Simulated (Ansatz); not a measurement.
The cell is GaB₃As₄ as one 8-atom ordering (I-42m) on the zincblende lattice; cell and atoms were relaxed with r2SCAN. It is tetragonal, I-42m (No. 121); a = 5.018 Å, c = 9.975 Å in the conventional setting, 15.70 Å³ an atom. B is surrounded by 4 As at 2.13 Å; As is surrounded by 3 B at 2.08–2.13 Å and 1 Ga at 2.35 Å; B is surrounded by 4 As at 2.08 Å; Ga is surrounded by 4 As at 2.35 Å.

```cif
data_structure
_symmetry_space_group_name_H-M 'P 1'
_symmetry_Int_Tables_number 1
_cell_length_a 6.1206
_cell_length_b 6.1206
_cell_length_c 6.1206
_cell_angle_alpha 131.603
_cell_angle_beta 131.603
_cell_angle_gamma 70.856
_cell_volume 125.56
loop_
_atom_site_label
_atom_site_type_symbol
_atom_site_fract_x
_atom_site_fract_y
_atom_site_fract_z
_atom_site_occupancy
B1 B 0.75000 0.25000 0.50000 1
As1 As 0.14064 0.59331 0.00000 1
B2 B 0.50000 0.50000 0.00000 1
As2 As 0.85936 0.85936 0.45267 1
B3 B 0.25000 0.75000 0.50000 1
As3 As 0.59331 0.14064 0.00000 1
Ga1 Ga 0.00000 0.00000 0.00000 1
As4 As 0.40669 0.40669 0.54733 1
```

4 runs of Ansatz 0.2.0 on this cell differ in the functional (and in the settings that go with it). Levels are in eV from each run's valence top; v1 is the last filled band, c1 the first empty one.

Run A, mean stress -0.5 GPa (compression positive):

| point | v4 | v3 | v2 | v1 | c1 | c2 |
| --- | --- | --- | --- | --- | --- | --- |
| Γ | -4.04 | -0.22 | 0.00 | 0.00 | 1.64 | 1.67 |
| X | -2.17 | -1.94 | -1.24 | -1.18 | 2.32 | 2.91 |
| P | -2.60 | -2.48 | -1.31 | -1.31 | 3.14 | 3.14 |

Run B, mean stress -0.7 GPa (compression positive):

| point | v4 | v3 | v2 | v1 | c1 | c2 |
| --- | --- | --- | --- | --- | --- | --- |
| Γ | -4.10 | -0.22 | 0.00 | 0.00 | 2.30 | 2.33 |
| X | -2.21 | -1.97 | -1.27 | -1.20 | 2.97 | 3.56 |
| P | -2.64 | -2.52 | -1.34 | -1.34 | 3.81 | 3.81 |

Run C, mean stress +2.3 GPa (compression positive):

| point | v4 | v3 | v2 | v1 | c1 | c2 |
| --- | --- | --- | --- | --- | --- | --- |
| Γ | -3.70 | -0.22 | 0.00 | 0.00 | 1.00 | 1.04 |
| X | -2.00 | -1.78 | -1.13 | -1.07 | 1.54 | 2.06 |
| P | -2.41 | -2.30 | -1.19 | -1.19 | 2.31 | 2.31 |

Run D, mean stress 0.0 GPa (compression positive):

| point | v4 | v3 | v2 | v1 | c1 | c2 |
| --- | --- | --- | --- | --- | --- | --- |
| Γ | -3.89 | -0.22 | 0.00 | 0.00 | 1.23 | 1.25 |
| X | -2.09 | -1.89 | -1.21 | -1.16 | 1.79 | 2.40 |
| P | -2.53 | -2.41 | -1.28 | -1.28 | 2.59 | 2.59 |

Q: Match the runs to PBE, r2SCAN, HSE06, PBE0.

A: A is HSE06, B is PBE0, C is PBE, D is r2SCAN. In order of the gap: PBE 0.85, r2SCAN 1.06, HSE06 1.47, PBE0 2.13 eV. The stress vanishes for r2SCAN, which relaxed the cell.

(Calculated; spin-unpolarised; the phase may be known or hypothetical.)

The runs are scalar-relativistic, without spin-orbit coupling.

The stress of a hybrid is loosely converged in these runs.

The meshes of the hybrids are coarse, so their gaps aren't converged to the digits shown.
